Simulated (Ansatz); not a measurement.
CdF₂ (fluorite), relaxed with r²SCAN (Ansatz, an electronic-structure program, plane waves, PAW): a = b = c = 5.3885 Å, α = β = γ = 90.00°.

- gap (eV) = 3.79
- B₀ by P(V) fit (GPa) = 113

The same phase is relaxed and computed with HSE06 in the same code. What are the cell and these values now?

a = 5.418 Å, b = 5.418 Å, c = 5.418 Å, α = 90.00°, β = 90.00°, γ = 90.00°.

gap (eV): 5.14
B₀ by P(V) fit (GPa): 103

All cells were relaxed under the symmetry of their starts (and spin orders); stability against distortions was not tested throughout. Scalar-relativistic: spin–orbit coupling is off unless named, which matters more the heavier the elements.

Potentials: the later of the program's two PAW sets.

Ansatz is a plane-wave DFT program.
